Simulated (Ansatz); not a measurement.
As (bcc (W type), Im-3m) at seven volumes, PBE (plane waves, PAW; program Ansatz), scaled uniformly. One row is withheld.

| V (Å³/atom) | P (GPa) |
|---|---|
| 17.379 | 9.03 |
| 17.952 | 5.67 |
| 18.525 | 2.60 |
| 19.098 | 0.00 |
| 19.671 | ? |
| 20.244 | -4.16 |
| 20.817 | -5.73 |

Problem. Fit the shown pressures and predict the withheld one.

Solution. P = (3/2)B₀(x^(7/2) − x^(5/2))[1 + (3/4)(B′ − 4)(x − 1)] with x = (V₀/V)^(2/3). Least squares on the six rows gives V₀ = 19.105 Å³/atom, B₀ = 79.6 GPa, B′ = 3.93. At V = 19.671, x = 0.9807 and P = -2.19 GPa. The run itself gave -2.26 GPa.

A made-up cell: these elements were put on the sites of a structure type; neither database checked (COD, Materials Project) lists it. It is not the phase usual at ambient conditions (space group No. 166). The cell was relaxed with PBE under the symmetry of its start; whether a distortion lowers the energy is not shown.

Potentials: the later of the program's two PAW sets.
